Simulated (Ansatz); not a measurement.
GePd:
```xyz
2
Lattice="3.1750 0.0000 0.0000 0.0000 3.1750 0.0000 0.0000 0.0000 3.1750" Properties=species:S:1:pos:R:3 pbc="T T T"
Pd     0.0000     0.0000     0.0000
Ge     1.5875     1.5875     1.5875
```

Relaxed with PBE. Special points in fractions of this cell's reciprocal vectors: Γ (0.000, 0.000, 0.000); X (0.000, 0.500, 0.000); M (0.500, 0.500, 0.000); R (0.500, 0.500, 0.500).

**Question.** List the band energies nearest the Fermi level at these points for PBE (plane waves, PAW; program Ansatz).

**Answer.** In eV from the Fermi level; about four levels below and three above (degenerate sets whole), none deeper than 8.9 eV; … stands for higher levels left out; points with the same levels are listed once.

| k | below | above |
|---|---|---|
| Γ | -4.27 -4.27 -2.37 -2.37 -2.37 | 2.23 2.23 2.23 |
| X | -3.56 -3.56 -2.30 -1.16 | 6.28 6.28 7.99 |
| M | -3.00 -3.00 -1.62 -0.53 | 2.25 5.39 … |
| R | -5.69 -5.69 -5.69 -5.15 -1.58 -1.58 | 3.03 3.03 3.03 |

Space group Pm-3m (CsCl type). The cell is a constructed one: a structure type filled with these elements; neither database checked (COD, Materials Project) lists it. COD files the formula under space group No. 62, so this cell is another polymorph or a model. Its standing as an ambient phase is unchecked. The PBE relaxation kept the symmetry of its start; whether a distortion lowers the energy is not shown. The run is not spin-polarised. Spin–orbit coupling is left out wherever it is not named.

Potentials: the later of the program's two PAW sets.
